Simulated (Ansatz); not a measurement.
CsReF$_{6}$:
```yaml
crystal:
  lattice:
    - [4.01514, 2.31814, 2.68080]
    - [-4.01514, 2.31814, 2.68080]
    - [0.00000, -4.63629, 2.68080]
  atoms:
    - { symbol: F, position: [0.23919, 0.91696, 0.25639] }
    - { symbol: F, position: [0.25639, 0.23919, 0.91696] }
    - { symbol: F, position: [0.91696, 0.25639, 0.23919] }
    - { symbol: F, position: [0.76081, 0.08304, 0.74361] }
    - { symbol: F, position: [0.74361, 0.76081, 0.08304] }
    - { symbol: F, position: [0.08304, 0.74361, 0.76081] }
    - { symbol: Re, position: [0.00000, 0.00000, 0.00000] }
    - { symbol: Cs, position: [0.50000, 0.50000, 0.50000] }
```

Relaxed with PBEsol.

Q: Map the electron localisation function on the plane through (0.000, 0.000, 0.000) spanned by u = [1, 0, 0] and v = [0, 1, 1] in lattice vectors, from PBEsol in the plane-wave PAW code Ansatz.

A: x is the fraction of u, y of v (the angle between them is 101°; rows are the nearest grid lines); atoms in the plane: Re at (0.00, 0.00), Cs at (0.50, 0.50).
```
y \ x   0.000  0.0741  0.185  0.259  0.370  0.444  0.556  0.630  0.741  0.815  0.926   1.00
------  -----  ------  -----  -----  -----  -----  -----  -----  -----  -----  -----  -----
1.00    0.225   0.721  0.289  0.102  0.021  0.004  0.004  0.021  0.102  0.289  0.721  0.225
0.914   0.646   0.373  0.154  0.075  0.008  0.002  0.009  0.025  0.086  0.184  0.743  0.646
0.857   0.198   0.531  0.602  0.334  0.020  0.002  0.008  0.020  0.064  0.138  0.220  0.198
0.771   0.776   0.474  0.827  0.646  0.017  0.014  0.020  0.014  0.020  0.043  0.549  0.776
0.686   0.832   0.814  0.744  0.152  0.172  0.695  0.788  0.685  0.098  0.021  0.670  0.832
0.629   0.669   0.678  0.174  0.029  0.799  0.895  0.893  0.888  0.530  0.030  0.365  0.669
0.543   0.027   0.018  0.044  0.674  0.877  0.388  0.169  0.823  0.812  0.186  0.011  0.027
0.457   0.027   0.011  0.186  0.812  0.823  0.169  0.388  0.877  0.674  0.044  0.018  0.027
0.371   0.669   0.365  0.030  0.530  0.888  0.893  0.895  0.799  0.029  0.174  0.678  0.669
0.314   0.832   0.670  0.021  0.098  0.685  0.788  0.695  0.172  0.152  0.744  0.814  0.832
0.229   0.776   0.549  0.043  0.020  0.014  0.020  0.014  0.017  0.646  0.827  0.474  0.776
0.143   0.198   0.220  0.138  0.064  0.020  0.008  0.002  0.020  0.334  0.602  0.531  0.198
0.0857  0.646   0.743  0.184  0.086  0.025  0.009  0.002  0.008  0.075  0.154  0.373  0.646
0.000   0.225   0.721  0.289  0.102  0.021  0.004  0.004  0.021  0.102  0.289  0.721  0.225
```

The density is the valence pseudo-density with augmentation charge, so density and ELF within about 1 Å of a nucleus are not all-electron values.

Space group R-3. The workflow started from an entry of the Crystallography Open Database (COD). Whether it is the stable phase at ambient conditions was not checked. Symmetry was held in the PBEsol relaxation; its stability against distortions is not shown here. No spin polarisation was allowed. Scalar-relativistic: spin–orbit coupling is off unless named, which matters more the heavier the elements.

Potentials: the later of the program's two PAW sets.
